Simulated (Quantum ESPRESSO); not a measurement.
MgAl3N4 (made-up cell) (calculated)

Calculation on a made-up crystal cell, not a measurement: periodic Kohn-Sham density functional theory in plane waves with PseudoDojo standard norm-conserving scalar-relativistic pseudopotentials, each functional with its own files (v0.5 for PBE, v0.4.1 for LDA and PBEsol), no spin polarisation, no spin-orbit coupling, atoms not relaxed, stress positive in tension, energies less a fixed whole-eV offset for each atom's element; levels are Kohn-Sham levels at fractions of this cell's reciprocal vectors, counted from the reference band (half the neutral cell's valence electrons, rounded up) at Gamma; error bars cover cutoff and k-mesh only, not smearing or the files; added strain carries the atoms with the cell, and shear is the tensor component; each bar is the largest change over components, and at least 0.002 eV, 0.002 eV per angstrom or 0.02 GPa; energies are for the whole cell, and the offsets were chosen from early runs and are not element reference energies. Program: Quantum ESPRESSO 7.5.

Settings shared by all entries: lattice type rocksalt; functional pbe; cutoff 1143 eV; fermi dirac smearing 0.1 eV; scf tolerance 1e-07 eV; electrons removed 0; added strain kind shear xy; k mesh 6 x 6 x 6, shifted by half a step.

(1) 
```cif
# cell vector a (Å): 4.0390 0.0000 0.0000
# cell vector b (Å): 0.0000 4.0390 0.0000
# cell vector c (Å): 0.0000 0.0000 4.0390
data_MgAl3N4
_symmetry_space_group_name_H-M 'P 1'
_symmetry_Int_Tables_number 1
_cell_length_a 4.0390
_cell_length_b 4.0390
_cell_length_c 4.0390
_cell_angle_alpha 90.000
_cell_angle_beta 90.000
_cell_angle_gamma 90.000
_cell_volume 65.89
loop_
_atom_site_label
_atom_site_type_symbol
_atom_site_fract_x
_atom_site_fract_y
_atom_site_fract_z
_atom_site_occupancy
Al1 Al 0.98079 0.98210 0.00020 1
Mg1 Mg 0.01463 0.50488 0.54513 1
Al2 Al 0.51666 0.98232 0.46492 1
Al3 Al 0.51755 0.49314 0.97024 1
N1 N 0.46890 0.98247 0.98103 1
N2 N 0.52320 0.48074 0.51797 1
N3 N 0.00047 0.98255 0.49864 1
N4 N 0.00785 0.51894 0.00629 1
_calc_added_strain 0.0105
_calc_structure_shown 'before the added strain of 0.0105'
_calc_pressure ?
```

Atoms:
```tsv
atoms element	atom site	atom energy offset (eV)
Al	1	-64
Mg	2	-1617
Al	3	-64
Al	4	-64
N	5	-283
N	6	-283
N	7	-283
N	8	-283
```

(2) 
```cif
# cell vector a (Å): 4.0390 0.0000 0.0000
# cell vector b (Å): 0.0000 4.0390 0.0000
# cell vector c (Å): 0.0000 0.0000 4.0390
data_MgAl3N4
_symmetry_space_group_name_H-M 'P 1'
_symmetry_Int_Tables_number 1
_cell_length_a 4.0390
_cell_length_b 4.0390
_cell_length_c 4.0390
_cell_angle_alpha 90.000
_cell_angle_beta 90.000
_cell_angle_gamma 90.000
_cell_volume 65.89
loop_
_atom_site_label
_atom_site_type_symbol
_atom_site_fract_x
_atom_site_fract_y
_atom_site_fract_z
_atom_site_occupancy
Al1 Al 0.98079 0.98210 0.00020 1
Mg1 Mg 0.01463 0.50488 0.54513 1
Al2 Al 0.51666 0.98232 0.46492 1
Al3 Al 0.51755 0.49314 0.97024 1
N1 N 0.46890 0.98247 0.98103 1
N2 N 0.52320 0.48074 0.51797 1
N3 N 0.00047 0.98255 0.49864 1
N4 N 0.00785 0.51894 0.00629 1
_calc_added_strain 0.0153
_calc_structure_shown 'before the added strain of 0.0153'
_calc_stress_xz ?
_calc_pressure ?
```

Atoms:
```tsv
atoms element	atom site	atom energy offset (eV)
Al	1	-64
Mg	2	-1617
Al	3	-64
Al	4	-64
N	5	-283
N	6	-283
N	7	-283
N	8	-283
```

(3) 
```cif
# cell vector a (Å): 4.0390 0.0000 0.0000
# cell vector b (Å): 0.0000 4.0390 0.0000
# cell vector c (Å): 0.0000 0.0000 4.0390
data_MgAl3N4
_symmetry_space_group_name_H-M 'P 1'
_symmetry_Int_Tables_number 1
_cell_length_a 4.0390
_cell_length_b 4.0390
_cell_length_c 4.0390
_cell_angle_alpha 90.000
_cell_angle_beta 90.000
_cell_angle_gamma 90.000
_cell_volume 65.89
loop_
_atom_site_label
_atom_site_type_symbol
_atom_site_fract_x
_atom_site_fract_y
_atom_site_fract_z
_atom_site_occupancy
Al1 Al 0.98079 0.98210 0.00020 1
Mg1 Mg 0.01463 0.50488 0.54513 1
Al2 Al 0.51666 0.98232 0.46492 1
Al3 Al 0.51755 0.49314 0.97024 1
N1 N 0.46890 0.98247 0.98103 1
N2 N 0.52320 0.48074 0.51797 1
N3 N 0.00047 0.98255 0.49864 1
N4 N 0.00785 0.51894 0.00629 1
_calc_added_strain 0.0188
_calc_structure_shown 'before the added strain of 0.0188'
_calc_pressure ?
_calc_stress_zz ?
_calc_stress_xy ?
```

Atoms:
```tsv
atoms element	atom site	atom energy offset (eV)
Al	1	-64
Mg	2	-1617
Al	3	-64
Al	4	-64
N	5	-283
N	6	-283
N	7	-283
N	8	-283
```

Questions
1. What pressure does the calculation give for MgAl3N4 (made-up cell) (entry 1)?
2. MgAl3N4 (made-up cell) (entry 2): stress xz?
3. Estimate the pressure of MgAl3N4 (made-up cell) (entry 2).
4. Estimate the pressure of MgAl3N4 (made-up cell) (entry 3).
5. What stress zz does the calculation give for MgAl3N4 (made-up cell) (entry 3)?
6. Give the missing stress xy for MgAl3N4 (made-up cell) (entry 3).

## Answers
1. 23.68 GPa
2. 1.06 GPa
3. 23.74 GPa
4. 23.78 GPa
5. -28.83 GPa
6. 5.792 GPa

Further results for MgAl3N4 (made-up cell) (entry 1):

```
free energy less offsets : 0.5369 eV
smearing term minus ts   : -0.1124 eV
scf iterations           : 11
stress xx                : -19.62 GPa
stress yy                : -22.75 GPa
stress zz                : -28.67 GPa
stress yz                : 0.1173 GPa
stress xz                : 1.076 GPa
stress xy                : 3.148 GPa
fermi level              : -0.5342 eV
reference band           : 20
error bar energy         : 0.00443 eV
error bar stress         : 0.06893 GPa
error bar force          : 0.007964 eV/Å
error bar next band up   : 0.002 eV
error bar fermi level    : 0.002363 eV
error bars from          : tighter rerun of a related cell
```

Forces:
```tsv
site	x (eV/Å)	y (eV/Å)	z (eV/Å)
1	0.9969	1.31	0.0732
2	0.5707	-1.72	-3.617
3	-1.169	0.393	1.223
4	-0.9785	-0.3874	2.391
5	2.076	0.8533	0.7487
6	-0.9922	0.1098	-2.434
7	-0.06021	1.661	-0.3704
8	-0.4435	-2.22	1.985
```

Levels:
```tsv
level k point	next band up (eV)
Gamma	4.336
(1/2,1/2,1/2)	5.58
(0.15,0,0)	4.769
(0,0.15,0)	4.818
(0,0,0.15)	4.676
```

Further results for MgAl3N4 (made-up cell) (entry 2):

```
free energy less offsets : 0.5537 eV
smearing term minus ts   : -0.1114 eV
scf iterations           : 11
stress xx                : -19.59 GPa
stress yy                : -22.86 GPa
stress zz                : -28.75 GPa
stress yz                : 0.1219 GPa
stress xy                : 4.67 GPa
fermi level              : -0.5755 eV
reference band           : 20
error bar energy         : 0.00443 eV
error bar stress         : 0.06893 GPa
error bar force          : 0.007964 eV/Å
error bar next band up   : 0.002 eV
error bar fermi level    : 0.002363 eV
error bars from          : tighter rerun of a related cell
```

Forces:
```tsv
site	x (eV/Å)	y (eV/Å)	z (eV/Å)
1	1.002	1.29	0.07407
2	0.5608	-1.734	-3.612
3	-1.181	0.3853	1.218
4	-0.9717	-0.3615	2.392
5	2.064	0.8561	0.7474
6	-0.97	0.1019	-2.434
7	-0.06476	1.678	-0.3708
8	-0.4382	-2.216	1.984
```

Levels:
```tsv
level k point	next band up (eV)
Gamma	4.213
(1/2,1/2,1/2)	5.468
(0.15,0,0)	4.673
(0,0.15,0)	4.716
(0,0,0.15)	4.542
```

Further results for MgAl3N4 (made-up cell) (entry 3):

```
free energy less offsets : 0.5696 eV
smearing term minus ts   : -0.1105 eV
scf iterations           : 11
stress xx                : -19.58 GPa
stress yy                : -22.94 GPa
stress yz                : 0.1236 GPa
stress xz                : 1.049 GPa
fermi level              : -0.6063 eV
reference band           : 20
error bar energy         : 0.00443 eV
error bar stress         : 0.06893 GPa
error bar force          : 0.007964 eV/Å
error bar next band up   : 0.002 eV
error bar fermi level    : 0.002363 eV
error bars from          : tighter rerun of a related cell
```

Forces:
```tsv
site	x (eV/Å)	y (eV/Å)	z (eV/Å)
1	1.008	1.275	0.07464
2	0.5545	-1.742	-3.607
3	-1.191	0.3796	1.213
4	-0.9664	-0.3419	2.393
5	2.052	0.8583	0.7458
6	-0.9544	0.09595	-2.433
7	-0.06846	1.687	-0.3705
8	-0.4336	-2.212	1.983
```

Levels:
```tsv
level k point	next band up (eV)
Gamma	4.113
(1/2,1/2,1/2)	5.38
(0.15,0,0)	4.589
(0,0.15,0)	4.621
(0,0,0.15)	4.437
```
